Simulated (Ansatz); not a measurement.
The relaxed structure here is a generated cell of SnTe: the first start was made by placing the elements on the sites of a structure type, and the end was not matched to a known phase here, so it may be hypothetical. Known forms of SnTe include space group No. 225.

One stationary structure of SnTe. These are r2SCAN (plane waves to 500 eV, PAW, scalar-relativistic; Ansatz, a first-principles code) values and carry that method's errors.

```cif
data_Sn4Te4
_chemical_formula_sum 'Sn4 Te4'
_space_group_name_H-M_alt 'P 1'
_space_group_IT_number 1
_cell_length_a 6.96974
_cell_length_b 6.96974
_cell_length_c 6.96974
_cell_angle_alpha 109.471
_cell_angle_beta 109.471
_cell_angle_gamma 109.471
loop_
_space_group_symop_operation_xyz
  'x, y, z'
loop_
_atom_site_label
_atom_site_type_symbol
_atom_site_fract_x
_atom_site_fract_y
_atom_site_fract_z
_atom_site_occupancy
Sn1 Sn 0.95489 0.95489 0.95489 1
Sn2 Sn 0.50000 0.00000 0.54511 1
Sn3 Sn 0.00000 0.54511 0.50000 1
Sn4 Sn 0.54511 0.50000 0.00000 1
Te1 Te 0.53205 0.53205 0.53205 1
Te2 Te 0.50000 0.00000 0.96795 1
Te3 Te 0.00000 0.96795 0.50000 1
Te4 Te 0.96795 0.50000 0.00000 1
```

Q: Determine the symmetry and give the standard cell with its independent sites.

A: Space group I2₁3 (No. 199); a = 8.0480 Å, b = 8.0480 Å, c = 8.0480 Å, α = 90.00°, β = 90.00°, γ = 90.00°

| atom | site | symmetry | x | y | z |
|---|---|---|---|---|---|
| Sn | 8a | .3. | 0.4774 | 0.4774 | 0.4774 |
| Te | 8a | .3. | 0.2660 | 0.2660 | 0.2660 |

This is the AFLOW prototype AB_cI16_199_a_a (B_a).

Q: Give the shortest distances between elements (the closest pairs, up to four, under 3.6 Å).

A: Sn–Te 2.95 Å.

```yaml
volume_per_atom: 32.58 Å³
band_gap: no gap on the sampled points, where the bands overlap only slightly; such a result is sensitive to mesh and level
```

No spin polarisation in the result. Without spin-orbit coupling the bands of the heavy element are not split, so the gap can be far off.

The run could not lower the symmetry of its start; a shaken copy of this end point relaxes with r2SCAN to P1 (No. 1), 0.26 eV/atom lower.
